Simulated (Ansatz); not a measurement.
One stationary structure of AlN. Space group P6₃mc (No. 186), AFLOW prototype AB_hP12_186_a2b_a2b (B6, as in SiC). All values below come from PBEsol (plane waves to 420 eV, PAW, scalar-relativistic; Ansatz, a first-principles code).

```cif
data_Al6N6
_chemical_formula_sum 'Al6 N6'
_space_group_name_H-M_alt 'P63mc'
_space_group_IT_number 186
_space_group_name_Hall 'P 6c -2c'
_cell_length_a 3.10029
_cell_length_b 3.10029
_cell_length_c 15.10555
_cell_angle_alpha 90.000
_cell_angle_beta 90.000
_cell_angle_gamma 120.000
loop_
_atom_site_label
_atom_site_type_symbol
_atom_site_symmetry_multiplicity
_atom_site_Wyckoff_symbol
_atom_site_fract_x
_atom_site_fract_y
_atom_site_fract_z
_atom_site_occupancy
Al1 Al 2 a 0.00000 0.00000 0.49965 1
Al2 Al 2 b 0.33333 0.66667 0.33391 1
Al3 Al 2 b 0.33333 0.66667 0.66675 1
N1 N 2 a 0.00000 0.00000 0.37447 1
N2 N 2 b 0.33333 0.66667 0.20802 1
N3 N 2 b 0.66667 0.33333 0.04089 1
```

Q: What band gap does PBEsol give?

A: 3.69 eV, indirect (valence top at Γ, conduction bottom at M) (no spin-orbit coupling).

Q: Give the smallest direct gap at the level PBEsol.

A: 4.07 eV at Γ.

No spin polarisation in the result.

The run could not lose the symmetry of its start; a randomly shaken copy of 12 atoms returns to this structure.

The first start was generated by placing the elements on the sites of a structure type. A measured structure of AlN has the same space group, P6₃mc (No. 186); the sites were not compared with it.
